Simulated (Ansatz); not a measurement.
# Course of a relaxation: Li₂CuOsC₆N₆

A trial structure of Li₂CuOsC₆N₆ was built thus: cyanide-bridged rock-salt net of two metals, 2 guest cations a cell (Fm-3m, No. 225). Lengths were set from tabulated atomic sizes, so they are only a guess.

```xyz
16
Lattice="0.0000 5.0735 5.0735 5.0735 0.0000 5.0735 5.0735 5.0735 0.0000" Properties=species:S:1:pos:R:3 pbc="T T T"
Li    2.5368    2.5368    2.5368
Li    7.6103    7.6103    7.6103
Cu    5.0735    5.0735    5.0735
Os    0.0000    0.0000    0.0000
C     1.8960    5.0735    5.0735
C     5.0735    1.8960    5.0735
C     5.0735    5.0735    1.8960
C     8.2510    5.0735    5.0735
C     5.0735    8.2510    5.0735
C     5.0735    5.0735    8.2510
N     3.0660    5.0735    5.0735
N     5.0735    3.0660    5.0735
N     5.0735    5.0735    3.0660
N     7.0810    5.0735    5.0735
N     5.0735    7.0810    5.0735
N     5.0735    5.0735    7.0810
```

These are results of DFT PBE, scalar-relativistic, plane waves, PAW (Ansatz 0.2.0), not measurements. Cutoff 420 eV, Gaussian smearing, Γ-centred meshes. Cell and atoms relax first on a coarse mesh and then on a finer one. In between, the cell is made exact in the group found at 0.06 Å. In metals the finer mesh still leaves noise of several meV/atom or more. The steps can't lower the symmetry of their start. Collinear spin, starting moments Cu 1.0; Os 1.0 μB.

Steps on the 4×4×4 mesh (16 atoms, 8 steps). The free energy counts from the last step; the plane-wave basis is renewed at times, which shifts energy and pressure.

| step | ΔF (meV/atom) | V (Å³/atom) | P (GPa) | largest force component (eV/Å) |
| --- | --- | --- | --- | --- |
| 1 | 88.4 | 16.32 | 12.01 | 2.636 |
| 2 | 9.4 | 17.81 | 1.39 | 0.418 |
| 3 | 7.1 | 18.17 | 0.30 | 0.098 |
| 4 | 7.1 | 18.27 | 0.01 | 0.008 |
| 5 | 0.3 | 18.27 | 0.52 | 0.010 |
| 6 | 0.3 | 18.43 | -0.06 | 0.101 |
| 7 | 0.3 | 18.43 | 0.00 | 0.004 |
| 8 | 0.0 | 18.43 | 0.01 | 0.004 |

The relaxed structure, after a last relaxation on the converged mesh:

```cif
data_structure
_symmetry_space_group_name_H-M 'Fm-3m'
_symmetry_Int_Tables_number 225
_cell_length_a 10.5663
_cell_length_b 10.5663
_cell_length_c 10.5663
_cell_angle_alpha 90.000
_cell_angle_beta 90.000
_cell_angle_gamma 90.000
_cell_volume 1179.68
loop_
_atom_site_label
_atom_site_type_symbol
_atom_site_symmetry_multiplicity
_atom_site_Wyckoff_symbol
_atom_site_fract_x
_atom_site_fract_y
_atom_site_fract_z
_atom_site_occupancy
Li1 Li 8 c 0.25000 0.75000 0.75000 1
Cu1 Cu 4 b 0.50000 0.00000 0.00000 1
Os1 Os 4 a 0.00000 0.00000 0.00000 1
C1 C 24 e 0.19093 0.00000 0.00000 1
N1 N 24 e 0.30224 0.00000 0.00000 1
```

The symmetry stays Fm-3m (No. 225). The volume per atom grows by 12.9 %, from 16.3 to 18.4 Å³. The shortest distance goes from 1.17 Å (C–N) to 1.18 Å (C–N). Around Li lie 12 N at 3.78 Å and 12 C at 3.79 Å (long against covalent radii, as for large ions); Cu is surrounded by 6 N at 2.09 Å; around Os lie 6 C at 2.02 Å; C is surrounded by 1 N at 1.18 Å, 1 Os at 2.02 Å, 4 C at 2.85 Å, 1 Cu at 3.27 Å, 4 N at 3.78 Å, 4 Li at 3.79 Å and 4 N at 3.88 Å; around N lie 1 C at 1.18 Å, 1 Cu at 2.09 Å, 4 N at 2.96 Å, 1 Os at 3.19 Å, 4 Li at 3.78 Å, 4 C at 3.78 Å and 4 C at 3.88 Å.

```json
{"Volume per atom": "18.43 Å³", "Density": "2.39 g/cm³", "Energy over the elements": "+0.27 eV/atom", "Gap on the 6×6×6 mesh of the 16-atom cell": "0 eV (a metal)", "Net moment per atom": "0.06 μB", "Moment by site": "Cu 0.7 μB"}
```

Formation energies are uncorrected and refer to the elements' standard structures at the same level (N₂ as a molecule).

The last run used collinear spin and Gaussian smearing of 0.10 eV. These runs have no spin–orbit coupling, which can matter for Os. The reference form of C is held partly by dispersion forces, which this level lacks. Another magnetic order may lie lower. Symmetry constrained the relaxation, so the result can be a saddle point. In all, the 3 runs took 2.5 min on 1 thread of Intel(R) Xeon(R) 6975P-C (Granite Rapids) (shared host). Site moments count only spheres around the atoms; the net moment includes the space between them.
